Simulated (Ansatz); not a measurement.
**Cr₂O₃: input and output of an SCF run**

Cr₂O₃ is taken as a measured crystal structure (space group R-3c), 10 atoms in the cell. The computed pressure is over 10 GPa in size, so the cell is far from the computed equilibrium volume (the chosen U may not suit it). Source: COD entry 9015778; it may be a high-temperature, high-pressure or metastable form.

Theory: DFT, PBE+U, PAW, plane waves, scalar-relativistic in Ansatz.

Input:

```yaml
crystal:
  lattice:
    - [2.45640009, 1.41820325, 4.48963]
    - [-2.45640009, 1.41820325, 4.48963]
    - [0.0, -2.8364065, 4.48963]
  atoms:
    - { symbol: Cr, position: [0.8475, 0.8475, 0.8475], spin: 3.0 }
    - { symbol: Cr, position: [0.6525, 0.6525, 0.6525], spin: -3.0 }
    - { symbol: Cr, position: [0.1525, 0.1525, 0.1525], spin: -3.0 }
    - { symbol: Cr, position: [0.3475, 0.3475, 0.3475], spin: 3.0 }
    - { symbol: O, position: [0.0519, 0.4481, 0.75] }
    - { symbol: O, position: [0.75, 0.0519, 0.4481] }
    - { symbol: O, position: [0.4481, 0.75, 0.0519] }
    - { symbol: O, position: [0.9481, 0.5519, 0.25] }
    - { symbol: O, position: [0.25, 0.9481, 0.5519] }
    - { symbol: O, position: [0.5519, 0.25, 0.9481] }
  symmetry: { detect: false, time_reversal: true }
magnetization:
  spin_polarized: true
hamiltonian:
  xc: pbe
  pseudopotentials: { kind: paw }
  hubbard: { sites: [{ species: Cr, l: d, u_eff: 3.7 }] }
basis:
  ecutwfc: 420
kpoints:
  mp_grid: { grid: [4, 4, 4] }
scf:
  occupations: { method: gaussian, width: 0.02 }
  lower_state_search: "off"
output:
  forces: true
  stress: true
```

The run was started with:
```sh
ansatz run input.yaml --threads 4 --pin off --max-ram 9216MiB --backend cpu --events-out ev --progress --plain --runs-dir out
```

Output (shortened):

```
Cr: projections on atomic orbitals take those of the free atom [Ne] 3s2 3p6 3d5 4s1, of charge +0.00 (hamiltonian.pseudopotentials.projection_atoms); the dataset's partial waves leave at most 7.0e-7 of an orbital's norm unspanned inside its sphere
O: projections on atomic orbitals take those of the free atom [He] 2s2 2p4, of charge +0.00 (hamiltonian.pseudopotentials.projection_atoms); the dataset's partial waves leave at most 1.9e-8 of an orbital's norm unspanned inside its sphere
Pseudopotentials: kind: paw
Pseudopotential: Cr, paw, valence charge 14, recommended cutoff 420 eV (normal), Cr.paw.azcp
Pseudopotential: O, paw, valence charge 6, recommended cutoff 420 eV (normal), O.paw.azcp
Functional definition: PBE
Crystal: 10 atoms, lattice volume = 93.842 Å³
Basis set: ecut = 420 eV, 1827 PW (Γ), exchange–correlation on 72×72×72 points (8 copies of the dense FFT grid, shifted against one another)
Bands: 63, of which v1, the nominal top of the filled ones, is band 46 counted from 1 (45 counted from 0)
Symmetry: 1 space group operations
k-points: 36 of 64 (time reversal used)
Non-local potential: Cr, projectors of the file, l = 0: 3, l = 1: 2, l = 2: 3, l = 3: 1
Non-local potential: O, projectors of the file, l = 0: 2, l = 1: 2, l = 2: 1
Initial density: superposition of atomic densities (chi_scale 0.1, normalization cell, long waves kept (reshape's long-wave potential 0.00 eV rms))
Starting moments: Σ|m| = 12 μB on 4 of 10 sites
Initial wavefunctions: pseudopotential atomic-orbital guess
Functional: x = pbe(κ = 0.804, μ = 0.2195149727645171), c = pbe(β = 0.06672455060314922)
iter 1 solved again at ethr=2.90e-3 eV; its pass at ethr=3.10e-3 eV (dr2=2.67e0 eV) is discarded
SCF iter   1: F=—  HF=-16906.264296 eV  |F-HF|=—  |Δ(HF+E_count)|=         —  Δρ=5.73e-2 (↑5.73e-2 ↓5.73e-2)  dr2=2.66e0  dr2_m=1.97e0  M=0.000 μB ∫|m|=12.840 μB  β_m=0.30  ethr=2.90e-3  ⟨swp⟩=2.7  Hψ=19012  notcnv=0
Mixer restart at iter 1: flushing history
preconditioner: auto → Resta (q_TF=auto, 2.719 Å⁻¹)  ε∞=7.5  [insulator: Δε(μ)=1.341 eV  Ē_g=11.634 eV  σ=0.020 eV  W_gap=1.00  n_scr=26 (ndim 8)  ℏωp=29.7 eV  f_vac=0.000  D(μ)=0.00/eV (n_scr^D=0)  ε∞_Penn≈7.5]
spin=Collinear: Resta preconditioning applied to the charge; magnetization (m = ρ↑ − ρ↓) channel mixes plain (no charge-response kernel on spin).
spin-set hold released at iteration 1 (the charge has settled, or the pull on large starting moments outlasts its swing): the magnetisation degrees of freedom join the quasi-Newton model from the next iteration; the mixer history was flushed
SCF iter   2: F=—  HF=-16908.502183 eV  |F-HF|=—  |Δ(HF+E_count)|=    2.24e0  Δρ=4.20e-2 (↑4.20e-2 ↓4.20e-2)  dr2=1.08e0  dr2_m=1.09e0  M=0.000 μB ∫|m|=12.835 μB  β_m=0.65  ethr=2.89e-3  ⟨swp⟩=2.0  Hψ=5760  notcnv=0
SCF iter   3: F=—  HF=-16911.653727 eV  |F-HF|=—  |Δ(HF+E_count)|=    3.15e0  Δρ=1.57e-2 (↑1.56e-2 ↓1.57e-2)  dr2=7.02e-1  dr2_m=4.59e-2  M=0.000 μB ∫|m|=12.392 μB  β_m=0.56  ethr=1.17e-3  ⟨swp⟩=2.0  Hψ=8788  notcnv=0  defer=860
SCF iter   4: F=—  HF=-16911.556969 eV  |F-HF|=—  |Δ(HF+E_count)|=   9.68e-2  Δρ=5.87e-3 (↑5.87e-3 ↓5.87e-3)  dr2=2.15e-2  dr2_m=2.20e-2  M=0.000 μB ∫|m|=12.375 μB  β_m=0.78  ethr=7.63e-4  ⟨swp⟩=2.8  Hψ=5962  notcnv=0  defer=860
SCF iter   5: F=—  HF=-16911.576482 eV  |F-HF|=—  |Δ(HF+E_count)|=   1.95e-2  Δρ=1.25e-3 (↑1.25e-3 ↓1.25e-3)  dr2=1.99e-3  dr2_m=7.33e-4  M=0.000 μB ∫|m|=12.269 μB  β_m=0.80  ethr=2.33e-5  ⟨swp⟩=2.4  Hψ=7688  notcnv=0  defer=848
SCF iter   6: F=—  HF=-16911.581997 eV  |F-HF|=—  |Δ(HF+E_count)|=   5.52e-3  Δρ=3.51e-4 (↑3.51e-4 ↓3.51e-4)  dr2=4.04e-4  dr2_m=3.41e-5  M=0.000 μB ∫|m|=12.228 μB  β_m=0.90  ethr=2.16e-6  ⟨swp⟩=2.8  Hψ=7150  notcnv=0  defer=848
SCF iter   7: F=—  HF=-16911.582310 eV  |F-HF|=—  |Δ(HF+E_count)|=   3.13e-4  Δρ=1.74e-4 (↑1.74e-4 ↓1.73e-4)  dr2=5.88e-5  dr2_m=5.56e-6  M=0.000 μB ∫|m|=12.215 μB  β_m=0.95  ethr=4.39e-7  ⟨swp⟩=2.6  Hψ=6480  notcnv=0  defer=848
SCF iter   8: F=—  HF=-16911.582328 eV  |F-HF|=—  |Δ(HF+E_count)|=   1.73e-5  Δρ=5.95e-5 (↑5.95e-5 ↓5.92e-5)  dr2=8.47e-6  dr2_m=5.62e-7  M=0.000 μB ∫|m|=12.215 μB  β_m=0.97  ethr=6.39e-8  ⟨swp⟩=2.0  Hψ=7180  notcnv=0  defer=848
SCF iter   9: F=—  HF=-16911.582334 eV  |F-HF|=—  |Δ(HF+E_count)|=   6.15e-6  Δρ=2.84e-5 (↑2.76e-5 ↓2.84e-5)  dr2=2.29e-6  dr2_m=5.35e-8  M=0.000 μB ∫|m|=12.215 μB  β_m=0.99  ethr=9.20e-9  ⟨swp⟩=2.0  Hψ=5926  notcnv=0  defer=848
SCF iter  10: F=—  HF=-16911.582334 eV  |F-HF|=—  |Δ(HF+E_count)|=   4.05e-7  Δρ=1.39e-5 (↑1.39e-5 ↓1.16e-5)  dr2=4.70e-7  dr2_m=1.49e-8  M=0.000 μB ∫|m|=12.215 μB  β_m=0.91  ethr=2.49e-9  ⟨swp⟩=2.0  Hψ=5410  notcnv=0  defer=848
SCF iter  11: F=—  HF=-16911.582334 eV  |F-HF|=—  |Δ(HF+E_count)|=   2.24e-8  Δρ=6.34e-6 (↑6.29e-6 ↓6.34e-6)  dr2=1.03e-7  dr2_m=4.89e-9  M=0.000 μB ∫|m|=12.215 μB  β_m=0.80  ethr=1.09e-10  ⟨swp⟩=4.0  Hψ=13134  notcnv=0
SCF iter  12: F=-16911.582334 eV  HF=-16911.582334 eV  |F-HF|=4.62e-9  |Δ(HF+E_count)|=   1.35e-8  Δρ=1.50e-6 (↑1.50e-6 ↓1.40e-6)  dr2=6.62e-9  dr2_m=1.18e-10  M=0.000 μB ∫|m|=12.215 μB  ethr=1.09e-10  ⟨swp⟩=3.1  Hψ=11455  notcnv=0
SCF 1 converged in 12 iterations: F = -16911.582334 eV  dr2 = 6.62e-9
  greatest PAW one-centre occupation: 1.000 electrons in one spin orbital (limit 2), on the Cr atom at site 3 (counted from 0), in its partial waves of l = 0
SCF converged after 12 iterations
Magnetization: 0.0000 μB (46.0000 up, 46.0000 down)
Absolute magnetization: 12.2407 μB (∫|ρ↑−ρ↓|, with the PAW one-centre terms)
Spin contamination: 5.9507 ħ² per cell (⟨S²⟩ above its minimum at these occupations)
Per-site moments (μB) at R_I (Å): [(2.3903, 0.8068), (-2.3903, 0.8068), (-2.3903, 0.8068), (2.3903, 0.8068), (-1.9602e-8, 0.8068), (3.6478e-8, 0.8068), (1.1533e-7, 0.8068), (6.6296e-8, 0.8068), (-4.7542e-8, 0.8068), (-1.0724e-8, 0.8068)]
Free energy (F): -16911.582334 eV
Harris-Foulkes:  -16911.582334 eV  (|F-HF|=4.62e-9)
Internal energy: -16911.582334 eV  (E = F + TS)
E sigma→0 (E₀):  -16911.582334 eV
Fermi energy:    13.303114 eV
--- Per-component energies (eV) ---
  E_band       = -842.666497
  E_kinetic    = 2423.796516
  E_local      = -7789.890307  (includes V_loc(G=0)·N_el)
  E_nonlocal   = 611.245214
  E_hartree    = 3187.173557
  E_xc         = -1000.250173
  E_vxc        = -1276.069010  (∫ρ·V_xc dr)
  E_hubbard    = 8.141703  (on-site DFT+U / exact-exchange correction)
  E_vhub       = -15.875063  (the Hubbard potential's part of the band-sum identity)
  E_paw        = -5732.196718  (= ΣΔE_a)
  E_vpaw       = -1170.241981  (= ΣTr[D̂ρ^β])
  E_aug_tail   = 0.016716  (compensation charges beyond the density's cutoff)
  E_ewald      = -8619.618843
  E_smearing   = -0.000000  (= −TS)
  E_closure    = -0.000000  (closes the sum)
  Σ components = -16911.582334   (vs F -16911.582334, Δ=0.00e0)
--- Forces (eV/Å), atoms counted from 1 ---
  atom   1  Cr    -0.00000452    -0.00001025     0.42017617
  atom   2  Cr     0.00000696    -0.00000385    -0.42017603
  atom   3  Cr     0.00000411     0.00000632    -0.42018133
  atom   4  Cr    -0.00000724     0.00000785     0.42017989
  atom   5  O      0.43728978     0.00000195     0.00000009
  atom   6  O     -0.21864535     0.37870368    -0.00000041
  atom   7  O     -0.21864591    -0.37870252    -0.00000095
  atom   8  O     -0.43728589    -0.00000272     0.00000006
  atom   9  O      0.21864334    -0.37870181     0.00000100
  atom  10  O      0.21864248     0.37870152     0.00000068
  max |Σ_I F_I| component: 2.24e-6 eV/Å
--- Stress (GPa, compression-positive) ---
       18.501428      -0.000015       0.000039
       -0.000015      18.501435       0.000008
        0.000039       0.000008      18.111261
  P = ⅓ Tr σ = 18.3714 GPa (183.714 kbar)
```

Among 17 converged runs of this cell from various starts and settings, this end is the lowest found. Sign patterns typed on Cr1 Cr2 Cr3 Cr4: ++++, +--+, ++--, +-+-, 000+; other orders that fit weren't typed.

A static U favours moments and orbital order; the result depends on U and need not be the measured state.

The run took 13 s on 4 threads of Intel(R) Xeon(R) Platinum 8375C CPU @ 2.90GHz (Ice Lake), with other jobs on the host, peak memory 0.75 GiB.
